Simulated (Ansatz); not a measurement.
## Calculated ⁷⁹Br nuclear quadrupole resonance for CsPbBr3

Cell: a computed structure from the Materials Project (it need not be an observed phase), atoms as given.

Space group Pnma (No. 62); a = 8.4538, b = 11.8789, c = 8.1011 Å.

```csv
site,Wyckoff,site symmetry,x,y,z
Cs,4c,.m.,0.4398,0.2500,0.5195
Pb,4b,-1,0.0000,0.5000,0.5000
Br9,4c,.m.,0.9937,0.7500,0.5597
Br11,8d,1,0.2010,0.0317,0.8028
```

One atom of each set is listed.

Method: Kohn–Sham DFT in Ansatz, r2SCAN, plane waves and PAW, scalar-relativistic, 500 eV cutoff, Γ-centred 4×3×4 k-points, Fermi–Dirac smearing 0.02 eV.

⁷⁹Br: I = 3/2, Q = 308.7 mb (year-2017 value). Static lattice, zero field.

Question: Predict the zero-field ⁷⁹Br lines of each site.

Answer: For I = 3/2 there is one line, ν = (|C_Q|/2)(1 + η²/3)^½.

```
site  atoms  V_zz (10²¹ V/m²)  C_Q (MHz)     η  line frequencies (MHz)
 Br9      4             19.74        147  0.12                    73.9
Br11      8             18.80        140  0.01                    70.2
```

Question: And for 81Br (I = 3/2, Q = 257.9 mb) on Br9?

Answer: C_Q scales with Q to 123 MHz, with lines at 61.7 MHz.

At Br9 V_zz points along the line of its two bonds (within 1°). At Br11 V_zz runs parallel to the line that joins its two neighbours (within 2°).

Without spin–orbit coupling the gradients at and beside Pb can be off by some per cent, at some sites by more.
